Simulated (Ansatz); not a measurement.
# Predicting ε∞ from gap

The table holds gap and ε∞ of 7 crystals, one entry left out.

Computed with Ansatz, a plane-wave PAW program. gap: HSE06, on its own or a semilocal cell; ε∞: PBE, linear response, mean over directions (which differ by under 30 %). Cells of the HSE06 gaps: its own cell for KF, diamond, MgS, SrCl2, MgO, SrO; the r²SCAN cell for 6H-AlN.

Model phases, started by placing the elements on a structure type or from a typed cell, with no claim that they are known: 6H-AlN. Runs started from generated or typed cells of the structure named: diamond; MgS; MgO. Of the phases: diamond is metastable against graphite at zero pressure. Over 15 meV/atom above the lowest phase of their formula at hand: 6H-AlN (17 meV/atom, r²SCAN). Spin–orbit coupling is left out unless named; it moves the gap of SrCl2, SrO by under 0.05 eV.

| crystal | E_g (eV) | ε∞ |
|---|---|---|
| KF (rock salt) | 8.10 | 1.96 |
| diamond | 5.33 | ? |
| MgS (rock salt) | 3.82 | 5.41 |
| SrCl2 (fluorite) | 6.57 | 2.88 |
| MgO (rock salt) | 6.56 | 3.24 |
| 6H-AlN | 5.07 | 4.62 |
| SrO (rock salt) | 4.79 | 3.79 |

**Question.** Fit ln(ε∞) = c + k × ln(gap) by least squares to the 6 complete rows, with the units of the table, and predict the withheld value.

**Answer.** Logarithms (x, y): KF (2.092, 0.673); MgS (1.340, 1.688); SrCl2 (1.883, 1.058); MgO (1.881, 1.176); 6H-AlN (1.623, 1.530); SrO (1.567, 1.332). Means: x̄ = 1.731, ȳ = 1.243. Sums of products about the means: Sxx = 0.3674, Sxy = −0.4635. Slope k = −0.4635/0.3674 = −1.26; intercept c = 1.243 − (−1.26) × 1.731 = 3.424; r² = 0.90. For diamond, x = 1.673, so y = 3.424 + (−1.26) × 1.673 = 1.316 and ε∞ = e^(1.316) = 3.73.

The calculation gives 5.85, 57 % above the estimate. The fitted rows scatter by 13 % (standard error of the fit), so this miss is over twice the scatter, in the logarithm; the row farthest from the line is 6H-AlN. The usual reason for the trend: the electronic response sums transitions across the gap, so it shrinks as the gap widens. The line is a summary of these rows, no law.

HSE06 gaps come from coarse meshes and special points. Where several phases of a formula are at hand, those over 0.1 eV/atom above the lowest were not drawn (by r²SCAN where it compared them, else by the largest value; a layered or molecular lowest phase counts only with a dispersion term); other phases could lie lower still. Crystals of Pb, Bi, Tl or Hg, those whose gap spin–orbit coupling moves by over 0.3 eV, and those of Te, I or Sb with no such test at hand were not drawn. The rows are a sample with a lean to familiar crystals, kept because the fitted rows follow a line with r² over 0.75 in the expected sense, which many samples do not; the withheld row is never an end of the range. Limits of the draw: gap over 3.5 eV, ε₀ under 150; for ε, a gap over 0.5 eV at its level, values under 300, no layered crystals; no unfamiliar magnets, and cubic perovskites only if shown or known to be stable. As a rule kept out of such tables: 4f compounds, open-shell compounds run without a Hubbard term, cells found unstable in the tests at hand, cells close to a higher symmetry, and runs set to a pressure or over 12 % in volume from the crystal's fullest run.
